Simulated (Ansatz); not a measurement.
Ge2Sb2Te5:
```yaml
crystal:
  lattice:
    - [4.19809, 0.00000, 0.00000]
    - [-2.09905, 3.63565, 0.00000]
    - [0.00000, 0.00000, 16.64697]
  atoms:
    - { symbol: Ge, position: [0.33333, 0.66667, 0.89925] }
    - { symbol: Ge, position: [0.66667, 0.33333, 0.10075] }
    - { symbol: Sb, position: [0.00000, 0.00000, 0.68132] }
    - { symbol: Sb, position: [0.00000, 0.00000, 0.31868] }
    - { symbol: Te, position: [0.00000, 0.00000, 0.00000] }
    - { symbol: Te, position: [0.66667, 0.33333, 0.80072] }
    - { symbol: Te, position: [0.33333, 0.66667, 0.19928] }
    - { symbol: Te, position: [0.33333, 0.66667, 0.57821] }
    - { symbol: Te, position: [0.66667, 0.33333, 0.42179] }
```

Relaxed with LDA. Special points in fractions of this cell's reciprocal vectors: Γ (0.000, 0.000, 0.000); M (0.500, 0.000, 0.000); K (0.333, 0.333, 0.000); A (0.000, 0.000, 0.500); L (0.500, 0.000, 0.500); H (0.333, 0.333, 0.500).

### Question
List the band energies nearest the Fermi level at these points for plane-wave PAW LDA (Ansatz code).

### Answer
In eV from the Fermi level; about four levels below and three above (degenerate sets whole), none deeper than 8.9 eV; points with the same levels are listed once.

```tsv
k	below	above
Γ	-1.48 -1.48 -1.20 -0.92 -0.01	0.03 0.03 0.14
M	-1.88 -1.83 -1.49 -0.93	0.20 0.88 0.88
K	-2.68 -0.87 -0.87 -0.77	0.50 0.50 0.75
A	-1.62 -1.62 -1.49 -0.78 -0.22	0.29 0.29 0.40 0.40
L	-2.36 -2.11 -1.50 -0.64	0.16 0.31 1.48
H	-1.93 -1.59 -1.59 -1.54	1.48 1.48 1.64
```

Space group P-3m1. Symmetry was held in the LDA relaxation; of distortions, only those at the zone centre were tested. A crystal of weakly bound layers computed without a dispersion correction: the cell and the soft elastic constants depend strongly on that. The Fermi level of a semimetal is unsure by some 0.05 eV on such meshes. Scalar-relativistic: spin–orbit coupling is off unless named, which matters more the heavier the elements.

Potentials: the earlier of the program's two PAW sets.
